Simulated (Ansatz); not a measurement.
ScAl₃N₄ in space group P-6m2 (No. 187; Pearson symbol hP8) at seven volumes, r²SCAN (plane waves, PAW; program Ansatz), shape and atoms relaxed at each. One row is withheld.

```json
[
 {"V (Å³/atom)": "9.748", "P (GPa)": "?"},
 {"V (Å³/atom)": "10.069", "P (GPa)": "14.20"},
 {"V (Å³/atom)": "10.391", "P (GPa)": "6.57"},
 {"V (Å³/atom)": "10.712", "P (GPa)": "0.00"},
 {"V (Å³/atom)": "11.033", "P (GPa)": "-5.64"},
 {"V (Å³/atom)": "11.355", "P (GPa)": "-10.47"},
 {"V (Å³/atom)": "11.676", "P (GPa)": "-14.58"}
]
```

Task: Fit the shown pressures and predict the withheld one.

Result: Third-order Birch–Murnaghan: P = (3/2)B₀(x^(7/2) − x^(5/2))[1 + (3/4)(B′ − 4)(x − 1)] with x = (V₀/V)^(2/3). Least squares on the six rows gives V₀ = 10.712 Å³/atom, B₀ = 202.2 GPa, B′ = 4.12. At V = 9.748, x = 1.0649 and P = 23.16 GPa. The run itself gave 23.08 GPa.

The start of the workflow was typed in or built on a structure type; neither database checked (COD, Materials Project) lists it. Its standing as an ambient phase is unchecked. Symmetry was held in the r²SCAN relaxation; its stability against distortions is not shown here. The run is not spin-polarised.

Potentials: the earlier of the program's two PAW sets.
